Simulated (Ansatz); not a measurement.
Cs2PdCl4 in space group P4/mmm (No. 123; Cs on 2e, Pd on 1a, Cl on 4j) at seven volumes, DFT-r²SCAN in the program Ansatz with PAW potentials, shape and atoms relaxed at each. One row is withheld.

```
V (Å³/atom)  P (GPa)
-----------  -------
34.289          1.31
35.419          0.79
36.550          0.37
37.680          0.00
38.811         -0.31
39.941         -0.56
41.071             ?
```

**Question.** Fit the shown pressures and predict the withheld one.

**Answer.** Third-order Birch–Murnaghan: P = (3/2)B₀(x^(7/2) − x^(5/2))[1 + (3/4)(B′ − 4)(x − 1)] with x = (V₀/V)^(2/3). Least squares on the six rows gives V₀ = 37.681 Å³/atom, B₀ = 11.08 GPa, B′ = 4.74. At V = 41.071, x = 0.9442 and P = -0.78 GPa. The run itself gave -0.77 GPa.

The first step of the workflow began from a Materials Project structure, measured or hypothetical; the Crystallography Open Database files this formula in space group No. 123, but the cells were not matched. Whether it is the stable phase at ambient conditions was not checked. The r²SCAN relaxation kept the symmetry of its start; whether a distortion lowers the energy is not shown. The run is not spin-polarised. Spin–orbit coupling is left out wherever it is not named.

Potentials: the later of the program's two PAW sets.
